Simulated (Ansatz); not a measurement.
GeRh:
```
GeRh
1.0
    3.07635     0.00000     0.00000
    0.00000     3.07635     0.00000
    0.00000     0.00000     3.07635
Rh Ge
1 1
Direct
  0.00000   0.00000   0.00000
  0.50000   0.50000   0.50000
```

Relaxed with PBE. Special points in fractions of this cell's reciprocal vectors: Γ (0.000, 0.000, 0.000); X (0.000, 0.500, 0.000); M (0.500, 0.500, 0.000); R (0.500, 0.500, 0.500).

**Question.** List the band energies nearest the Fermi level at these points for PBE in the plane-wave PAW code Ansatz.

**Answer.** In eV from the Fermi level; about four levels below and three above (degenerate sets whole), none deeper than 8.9 eV; points with the same levels are listed once.

| k | below | above |
|---|---|---|
| Γ | -4.22 -4.22 -1.49 -1.49 -1.49 | 2.36 2.36 2.36 |
| X | -3.24 -3.24 -1.39 -0.05 | 7.38 7.38 7.82 |
| M | -3.82 -2.41 -2.41 -0.48 | 0.83 3.41 5.70 |
| R | -6.11 -6.11 -6.11 -5.05 -0.42 -0.42 | 3.31 3.31 3.31 |

Space group Pm-3m (CsCl type). The cell is a constructed one: a structure type filled with these elements; neither database checked (COD, Materials Project) lists it. COD files the formula under space group No. 62, so this cell is another polymorph or a model. Its standing as an ambient phase is unchecked. The PBE relaxation kept the symmetry of its start; its stability against distortions is not shown here. No spin polarisation was allowed. Scalar-relativistic: spin–orbit coupling is off unless named, which matters more the heavier the elements.

Potentials: the later of the program's two PAW sets.
